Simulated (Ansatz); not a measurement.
## RuS in the zincblende structure

Computed with Ansatz (plane waves, PAW, 420 eV cutoff): PBE, scalar-relativistic, no spin polarisation, 10×10×10 k-mesh, Gaussian smearing of 0.05 eV. The datasets are Ansatz's generated set soft_2.

```yaml
crystal:
  lattice:
    - [0.00000, 2.60052, 2.60052]
    - [2.60052, 0.00000, 2.60052]
    - [2.60052, 2.60052, 0.00000]
  atoms:
    - { symbol: Ru, position: [0.00000, 0.00000, 0.00000] }
    - { symbol: S, position: [0.25000, 0.25000, 0.25000] }
```

The structure was built from a prototype; whether the compound forms in it isn't claimed.

Path: Γ–X–U | K–Γ–L–W–X, with Γ = (0.000, 0.000, 0.000), X = (-0.500, -0.500, 0.000), U = (-0.375, -0.375, 0.250), K = (-0.375, 0.000, 0.375), L = (0.000, 0.000, 0.500), W = (-0.500, -0.250, 0.250) in reciprocal vectors of the calculation's cell.

Bands as a text map, energy in eV from the Fermi level (dashes), each leg drawn with the same width:
```
  5.57 |                                                
  5.14 |     *             *              *             
  4.71 |    *                        *  **              
  4.29 |                    *      ** **                
  3.86 |  **                                            
  3.43 |**                  *******                     
  3.00 |                   * *    *                     
  2.57 |  **                       *                    
  2.14 |**                *  *****  *                   
  1.71 |   **            *  *     *  **                 
  1.29 |    *              *           *******          
  0.86 |                *          *      **  *****     
  0.43 |     *       ***  **                *      *    
  0.00 |----------********----------*--------*------**--
 -0.43 |      *****      **                   **********
 -0.86 |       *        *            *                 *
 -1.29 |     ***********              ******************
 -1.71 |   **      *****  **         *******        *   
 -2.14 |***             **  *********     * ********    
 -2.57 |  **  *****      ***               **    *******
 -3.00 |    **     ******                    ****       
 -3.43 |                                                
 -3.86 |                                                
 -4.29 |                                                
 -4.71 |      ******                         ***********
 -5.14 |     *      *****                  **     ***   
 -5.57 |   **           ***          ******  *****      
 -6.00 |***              ************     ***           
        Γ      X      UK       Γ       L       W       X
```

Question: By these bands, is it a metal or an insulator, and if it has a gap, where are the band edges on this path?

Answer: A metal: bands cross the Fermi level.

Cost: 13 s on 2 threads of Arm Neoverse V2 (shared host), peak memory 0.32 GiB.
